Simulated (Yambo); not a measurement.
## Convergence of the G0W0 gap of CaCd₂As₂

G0W0@LDA for CaCd₂As₂ (space group P-3m1, No. 164) in Yambo. Reference settings: 3×3×2 Γ-centred k mesh, bands 10 to 192 and a 7 Ry block in the screening, 192 bands in G with the Bruneval-Gonze terminator, plasmon pole fitted at 27.2 eV. The LDA gap Γ → Γ on this mesh is 0.07 eV; G0W0 gaps are taken between the same points.

| change from the reference | G0W0 gap Γ → Γ (eV) | shift of the valence edge (eV) | rough Yambo cost |
|---|---|---|---|
| reference settings | 0.92 | -0.58 | 1 |
| 61 bands in W, 61 bands in G | 1.08 | -0.04 | about 1/5 |
| 116 bands in W, 116 bands in G | 0.96 | -0.43 | within a factor of two |
| wavefunctions cut at 10 Ry | 0.72 | -0.07 | about 1/4 |
| exchange cut at 20 Ry | 0.81 | -0.31 | – |
| exchange cut at 10 Ry | 0.86 | 0.18 | – |
| exchange cut at 40 Ry | 0.89 | -0.54 | – |
| 61 bands in W, 61 bands in G, 4 Ry block | 1.06 | -0.02 | about 1/5 |
| 61 bands in W, 61 bands in G, 3 Ry block | 1.03 | 0.00 | about 1/5 |
| 116 bands in W, 116 bands in G, 4 Ry block | 0.92 | -0.37 | about 1/2 |
| 116 bands in W, 116 bands in G, 2 Ry block | 0.83 | -0.24 | within a factor of two |
| 154 bands in W, 154 bands in G, 2 Ry block | 0.80 | -0.28 | within a factor of two |
| 85 bands in W, 85 bands in G, 3 Ry block, no terminator | 0.91 | -0.02 | about 1/3 |
| 154 bands in W, 154 bands in G, no terminator | 0.90 | -0.37 | within a factor of two |
| no terminator | 0.90 | -0.46 | within a factor of two |

The reference isn't shown to be the converged limit. Costs are rough (shared machines), scaled to the same edge states, and given only for runs that recompute the screening.

Spin-orbit splittings are left out.

The standard potential for As keeps a d shell in the valence without the s and p states of that shell. In tests on such compounds this moved G0W0 gaps by up to about 0.9 eV, so absolute quasiparticle energies here are unreliable; differences between settings are what counts.

Geometry of the Materials Project entry, not relaxed at this level; primitive cell a = b = 4.414 Å, c = 7.206 Å, α = β = 90.00°, γ = 120.00°.

A shift is the quasiparticle energy of the state minus its LDA energy.
